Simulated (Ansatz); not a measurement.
Relaxing a structure of Ni

The start is a generated cell, Ni placed in the simple-cubic structure type. A full variable-cell relaxation at zero pressure is run with r2SCAN (plane waves to 500 eV, PAW, scalar-relativistic; Ansatz, a program for electronic structure). The first steps use a coarse 14×14×14 k-mesh.

Input geometry:
```
CELL_PARAMETERS angstrom
      2.30283     0.00000     0.00000
      0.00000     2.30283     0.00000
      0.00000     0.00000     2.30283
ATOMIC_POSITIONS crystal
  Ni 0.00000 0.00000 0.00000
```
Spin-polarised start, with parallel moments on Ni.

How much energy is released per atom?

Under 0.01 eV/atom.

How do the shortest distances between atoms change?

The closest pairs of elements (up to four, under 3.6 Å), start → end: Ni–Ni 2.30 → 2.30 Å.

Is the relaxed structure metallic? Give its gap.

No gap (metallic).

Write out the relaxed structure.


```cif
data_Ni
_chemical_formula_sum 'Ni1'
_space_group_name_H-M_alt 'Pm-3m'
_space_group_IT_number 221
_space_group_name_Hall '-P 4 2 3'
_cell_length_a 2.30498
_cell_length_b 2.30498
_cell_length_c 2.30498
_cell_angle_alpha 90.000
_cell_angle_beta 90.000
_cell_angle_gamma 90.000
loop_
_atom_site_label
_atom_site_type_symbol
_atom_site_symmetry_multiplicity
_atom_site_Wyckoff_symbol
_atom_site_fract_x
_atom_site_fract_y
_atom_site_fract_z
_atom_site_occupancy
Ni1 Ni 1 a 0.00000 0.00000 0.00000 1
```

The space group stays Pm-3m (No. 221) (the run could not lower it); the end is simple cubic type, with 1 atom in the primitive magnetic cell. Final values are on a 20×20×20 k-mesh of the relaxed cell. Spin state reached: ferromagnetic (net 0.84 μB/atom), from parallel starting moments; other spin orders were not run from this start. r2SCAN tends to overstate moments in metals.

The run could not lower the symmetry of its start; a shaken copy of this end point relaxes with r2SCAN to Fm-3m (No. 225), 0.79 eV/atom lower.

The relaxed structure here is a generated cell of Ni: the first start was made by placing the elements on the sites of a structure type, and the end was not matched to a known phase here, so it may be hypothetical. Known forms of Ni include space group No. 225.
